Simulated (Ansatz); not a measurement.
### Question
Name crystals whose computed values (plane-wave PAW HSE06 (Ansatz code)) fall in these windows: B₀ by P(V) fit (GPa) 62 to 85; gap (eV) 2.7 to 3.6.

### Answer


```csv
crystal,B₀ by P(V) fit (GPa),gap (eV)
"BaO, rock salt",75.4,3.30
"ZnS, R3m (Pearson symbol hR10)",74.7,3.33
"ZnS, zinc blende",75.0,3.28
"ZnS, wurtzite",74.7,3.35
"BeSe, zinc blende",80.8,3.47
```
Others may fit too.

Not the usual ambient phase: ZnS, R3m (Pearson symbol hR10). All cells were relaxed under the symmetry of their starts (and spin orders); stability against distortions was not tested throughout. Scalar-relativistic: spin–orbit coupling is off unless named, which matters more the heavier the elements.

Potentials: the later of the program's two PAW sets.
